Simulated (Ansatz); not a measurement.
NbIr:
```
CELL_PARAMETERS angstrom
      4.53417     0.00000     0.00000
      0.00000     2.79813     0.00000
      0.00000     0.00000     4.84591
ATOMIC_POSITIONS crystal
  Ir 0.25000 0.00000 0.81393
  Ir 0.75000 0.00000 0.18607
  Nb 0.25000 0.50000 0.30885
  Nb 0.75000 0.50000 0.69115
```

Relaxed with LDA. Special points in fractions of this cell's reciprocal vectors: Γ (0.000, 0.000, 0.000); X (0.500, 0.000, 0.000); S (0.500, 0.500, 0.000); Y (0.000, 0.500, 0.000); Z (0.000, 0.000, 0.500); U (0.500, 0.000, 0.500); R (0.500, 0.500, 0.500); T (0.000, 0.500, 0.500).

List the band energies nearest the Fermi level at these points for plane-wave PAW LDA (Ansatz code).

In eV from the Fermi level; about four levels below and three above (degenerate sets whole), none deeper than 8.9 eV; points with the same levels are listed once.

```
k                    below                above
-  -----------------------  -------------------
Γ  -1.20 -0.69 -0.33 -0.11       0.85 1.05 2.79
X  -1.27 -1.27 -0.92 -0.92  0.63 0.63 2.08 2.08
S  -1.22 -1.22 -0.63 -0.63  0.75 0.75 2.08 2.08
Y  -1.03 -0.66 -0.52 -0.46       1.04 1.92 2.75
Z  -1.29 -0.95 -0.86 -0.47       0.21 0.35 1.10
U  -1.34 -1.34 -0.77 -0.77  1.70 1.70 2.01 2.01
R  -4.18 -4.18 -0.93 -0.93  1.09 1.09 1.15 1.15
T  -1.30 -1.01 -0.28 -0.23       1.99 2.23 2.27
```

Space group Pmma. The start of the workflow was typed in or built on a structure type; the Crystallography Open Database copy checked does not list it. COD files the formula under space group No. 123. Whether it is the stable phase at ambient conditions was not checked. The LDA relaxation kept the symmetry of its start; whether a distortion lowers the energy is not shown. No spin polarisation was allowed. Spin–orbit coupling is left out wherever it is not named.

Potentials: the later of the program's two PAW sets.
